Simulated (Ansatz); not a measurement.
One crystal and one scan (scan of one atom of the cell) at two levels, PBE (plane waves to 420 eV, PAW, scalar-relativistic; Ansatz, a quantum-chemistry and plane-wave program) and PBEsol (plane waves to 420 eV, PAW, scalar-relativistic; Ansatz), each from its own relaxed cell and on its own mesh.

The crystal is Al2Cu (Al2Cu type, space group I4/mcm); one Al atom of a 6-atom cell moves by s along Cartesian [110], with its periodic images.

E stands for the smeared free energy. Al2Cu is run without spin polarisation. Al2Cu was relaxed with its symmetry unable to fall. The PAW data are Ansatz's earlier set. With partly filled bands, energies and forces of such displacements shift with the k mesh and the smearing. Both scans cover s from -0.260 to 0.260 Å.

```json
[
 {"quantity": "Lattice constant a (Å)", "run 1": "6.059", "run 2": "6.002"},
 {"quantity": "Lattice constant c (Å)", "run 1": "4.874", "run 2": "4.814"},
 {"quantity": "Relaxed volume (Å³/atom)", "run 1": "14.91", "run 2": "14.45"},
 {"quantity": "Energy at s = 0.260 Å (meV/cell)", "run 1": "119", "run 2": "131"},
 {"quantity": "Force along the line at s = -0.260 Å (eV/Å)", "run 1": "1.686", "run 2": "1.798"},
 {"quantity": "Force constant k = d²E/ds² at s = 0 (finite differences) (eV/Å²)", "run 1": "4.53", "run 2": "4.89"}
]
```

Which run is which level?

Run 1 is PBE, run 2 is PBEsol. PBE gives the higher value for: lattice constant a; lattice constant c; relaxed volume. PBE gives the lower value for: energy at s = 0.260 Å; force along the line at s = -0.260 Å; force constant k = d²E/ds² at s = 0. Both give the same symmetry of the curve: not even: the negative side lies higher at ±0.260 Å. Neither level is exact: the differences show how much the result hangs on the functional.

(A displaced cell: forces are minus the slopes of the energy, force constants its curvatures, and phonons follow from these.)
